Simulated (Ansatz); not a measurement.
The start is a relaxed BiPO4 cell shaken by Gaussian noise of σ = 0.08 Å a coordinate. Cell shape, volume and atoms are optimised at zero target pressure with r2SCAN (plane waves to 500 eV, PAW, scalar-relativistic; Ansatz, a first-principles code). The first steps use a coarse 4×3×4 k-mesh.

Input geometry:
```
BiPO4
1.0
    4.72934     0.00000     0.00000
    0.00000     7.10512     0.00000
   -0.57019     0.00000     4.85043
Bi P O
2 2 8
Direct
  0.14884   0.74541   0.08430
  0.83859   0.24976   0.87359
  0.70532   0.77312   0.64630
  0.29351   0.27254   0.37125
  0.83234   0.58613   0.81517
  0.19536   0.43907   0.21807
  0.17751   0.08192   0.20625
  0.80515   0.90338   0.78388
  0.26306   0.24254   0.66249
  0.76959   0.75766   0.32838
  0.37539   0.75422   0.59669
  0.65757   0.24523   0.41238
```

How much energy is released per atom?

0.57 eV/atom.

Does it find its way back to the structure it was made from?

It relaxes back to the parent, P2₁/m (No. 11).

How do the shortest distances between atoms change?

The closest pairs of elements (up to four, under 3.6 Å), start → end: O–P 1.21 → 1.53 Å; Bi–O 2.19 → 2.18 Å; O–O 2.26 → 2.41 Å; Bi–P 2.82 → 3.15 Å.

What band gap does the relaxed structure have at this level?

4.54 eV, indirect (valence top at D, conduction bottom at B) (no spin-orbit coupling).

Final structure:

```cif
data_Bi2O8P2
_chemical_formula_sum 'Bi2 P2 O8'
_space_group_name_H-M_alt 'P21/m'
_space_group_IT_number 11
_space_group_name_Hall '-P 2yb'
_cell_length_a 4.72984
_cell_length_b 7.10447
_cell_length_c 4.88431
_cell_angle_alpha 90.000
_cell_angle_beta 96.715
_cell_angle_gamma 90.000
loop_
_space_group_symop_operation_xyz
  'x, y, z'
  '-x, -y, -z'
  '-x, y+1/2, -z'
  'x, -y+1/2, z'
loop_
_atom_site_label
_atom_site_type_symbol
_atom_site_symmetry_multiplicity
_atom_site_Wyckoff_symbol
_atom_site_fract_x
_atom_site_fract_y
_atom_site_fract_z
_atom_site_occupancy
Bi1 Bi 2 e 0.83728 0.25000 0.36004 1
P1 P 2 e 0.30648 0.25000 0.87418 1
O1 O 4 f 0.17399 0.08009 0.70951 1
O2 O 2 e 0.23591 0.25000 0.17604 1
O3 O 2 e 0.36775 0.75000 0.10478 1
```

Final values are on a 6×4×6 k-mesh of the relaxed cell. The start holds a very short contact (O–P 1.21 Å). No spin polarisation in the result.

The cell that was disturbed is our relaxation of an entry of Materials Project.
